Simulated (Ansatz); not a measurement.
Input file for Ansatz (a quantum-chemistry and plane-wave program):

Ansatz 0.2 input:
```yaml
crystal:
  lattice:
    - [0.0, 3.1822038458, 3.1822038458]
    - [3.1822038458, 0.0, 3.1822038458]
    - [3.1822038458, 3.1822038458, 0.0]
  atoms:
    - { symbol: Mg, position: [0.25, 0.25, 0.25] }
    - { symbol: Mg, position: [0.75, 0.75, 0.75] }
    - { symbol: Si, position: [0.0, 0.0, 0.0] }
kpoints:
  mp_grid: { grid: [8, 8, 8] }
basis: { xc_grid: 2 }
hamiltonian:
  xc: pbe
  pseudopotentials: { kind: paw }
scf:
  occupations: { method: fixed }
checkpoint: { read: static.run }
output: { bader: true, populations: true }
```

Output (shortened):

```
Pseudopotential: Mg, paw, valence charge 10
Pseudopotential: Si, paw, valence charge 4
Functional definition: PBE
Crystal: 3 atoms, lattice volume = 64.449 Å³
Basis set: ecut = 420 eV, 1243 PW (Γ), exchange–correlation on 64×64×64 points (8 copies of the dense FFT grid, shifted against one another)
Bands: 16, of which v1, the nominal top of the filled ones, is band 12 counted from 1 (11 counted from 0)
Symmetry: 48 space group operations
Space group: Fm-3m (ITA 225), of the structure as read, at distance tolerance 4.0e-5 Å
k-points: 29 of 512
Stability of the state it starts from, as read at its close in the unpolarized treatment …
iter 1 solved again at ethr=2.44e-7 eV; its pass at ethr=3.10e-3 eV (dr2=5.87e-5 eV) is discarded
SCF iter   1: F=—  HF=-4483.889893 eV  |F-HF|=—  |Δ(HF+E_count)|=         —  Δρ=3.93e-7  dr2=7.01e-11  ethr=2.44e-7  ⟨swp⟩=2.9  Hψ=3264  notcnv=0  defer=50
preconditioner: auto → none
SCF iter   2: F=-4483.889893 eV  HF=-4483.889893 eV  |F-HF|=7.82e-11  |Δ(HF+E_count)|=   1.26e-8  Δρ=3.19e-7  dr2=1.12e-10  ethr=1.00e-12  ⟨swp⟩=7.4  Hψ=2066  notcnv=0
SCF 1 converged in 2 iterations: F = -4483.889893 eV  dr2 = 1.12e-10
SCF converged after 2 iterations
Free energy (F): -4483.889893 eV
Harris-Foulkes:  -4483.889893 eV  (|F-HF|=7.82e-11)
Internal energy: -4483.889893 eV  (E = F + TS)
E sigma→0 (E₀):  -4483.889893 eV
Fermi energy:    5.830144 eV
--- Per-component energies (eV) ---
  E_band       = -705.352583
  E_kinetic    = 190.469651
  E_local      = -3404.665082  (includes V_loc(G=0)·N_el)
  E_nonlocal   = 216.876105
  E_hartree    = 1235.695188
  E_xc         = -112.629795
  E_vxc        = -120.883112  (∫ρ·V_xc dr)
  E_paw        = -1097.604268  (= ΣΔE_a)
  E_vpaw       = -58.540349  (= ΣTr[D̂ρ^β])
  E_aug_tail   = 0.000006  (compensation charges beyond the density's cutoff)
  E_ewald      = -1512.031697
  E_smearing   =  0.000000  (= −TS)
  E_closure    = 0.000000  (closes the sum)
  Σ components = -4483.889893   (vs F -4483.889893, Δ=0.00e0)
  [band-id]    e_kinetic+e_local+e_nonlocal+2·e_hartree+e_vxc+e_vpaw+e_augmentation_tail = -705.352406   (vs E_band -705.352583, Δ=1.77e-4)
--- Band table (eV; the first three rows and the last of 29) ---
  k-point 0: bands = ["-70.0889", "-70.0859", "-36.8482", "-36.8482", "-36.8482", "-36.8341", "-36.8341", "-36.8341", "-3.2507", "5.8301", "5.8301", "5.8301", "7.6710", "8.3972", "8.3972", "8.3972"]
  k-point 1: bands = ["-70.0888", "-70.0861", "-36.8478", "-36.8477", "-36.8477", "-36.8347", "-36.8346", "-36.8346", "-3.1109", "4.6853", "5.6770", "5.6770", "7.8551", "8.6684", "8.6684", "9.1008"]
  k-point 2: bands = ["-70.0885", "-70.0864", "-36.8464", "-36.8462", "-36.8462", "-36.8364", "-36.8362", "-36.8362", "-2.7134", "3.0569", "5.4032", "5.4032", "7.4730", "8.8457", "8.8457", "10.6337"]
  k-point 28: bands = ["-70.0874", "-70.0874", "-36.8511", "-36.8509", "-36.8413", "-36.8413", "-36.8320", "-36.8319", "-1.2334", "2.2531", "2.2531", "3.1991", "8.4974", "9.3819", "9.3819", "9.7212"]
--- Löwdin populations: 3 sites ---
  site symbol       q [e]
     0     Mg      8.6951
     1     Mg      8.6951
     2     Si      6.2702
  spilling = 0.014148 (of n_electrons = 24.000000)
--- Bader charges: 3 sites ---
  site symbol  charge [e]  shift [e]
     0     Mg      1.4826     0.0001
     1     Mg      1.4825     0.0001
     2     Si     -2.9651     0.0002
  shift: an alarm, by how much a part of what the PAW files miss would move the charge. Where it is large, compare
  with a run on PAW files of another source; a small one proves nothing
  estimated error of the sums over rays = 2.5e-4 e
```

Cost: very roughly 23 core-seconds on shared cores.

The cell was relaxed with PBE under the symmetry of its start; phonons on a q-mesh show no instability.

Potentials: the later of the program's two PAW sets.

Ansatz is a plane-wave DFT program.
